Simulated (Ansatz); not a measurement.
Se:
```
CELL_PARAMETERS angstrom
      0.00000     3.11090     3.11090
      3.11090     0.00000     3.11090
      3.11090     3.11090     0.00000
ATOMIC_POSITIONS crystal
  Se 0.00000 0.00000 0.00000
  Se 0.25000 0.25000 0.25000
```

Relaxed with PBEsol. Special points in fractions of this cell's reciprocal vectors: Γ (0.000, 0.000, 0.000); X (0.500, 0.000, 0.500); U (0.625, 0.250, 0.625); K (0.375, 0.375, 0.750); L (0.500, 0.500, 0.500); W (0.500, 0.250, 0.750).

Task: List the band energies nearest the Fermi level at these points for DFT-PBEsol in the program Ansatz with PAW potentials.

Result: In eV from the Fermi level; about four levels below and three above (degenerate sets whole), none deeper than 8.9 eV; … stands for higher levels left out; points with the same levels are listed once.

```tsv
k	below	above
Γ	-3.56 -3.56 -3.56 -0.81 -0.81 -0.81	4.20 …
X	-5.11 -5.11 -2.02 -2.02	2.33 2.33 6.16 6.16
U	-5.57 -4.88 -2.19 -0.64	1.70 1.74 5.19
L	-4.29 -4.29 -4.25	0.30 0.30 1.86
W	-5.36 -5.36 -1.14 -1.14	1.51 1.51 5.90 5.90
```

Space group Fd-3m (diamond). The start of the workflow was typed in or built on a structure type; neither database checked (COD, Materials Project) lists it. It is not the phase usual at ambient conditions (space group No. 152). The cell was relaxed with PBEsol under the symmetry of its start. At this level the phase is dynamically unstable (imaginary phonons). The volume moved by 22 % from the start of the relaxation. Spin–orbit coupling is left out wherever it is not named.

Potentials: the later of the program's two PAW sets.
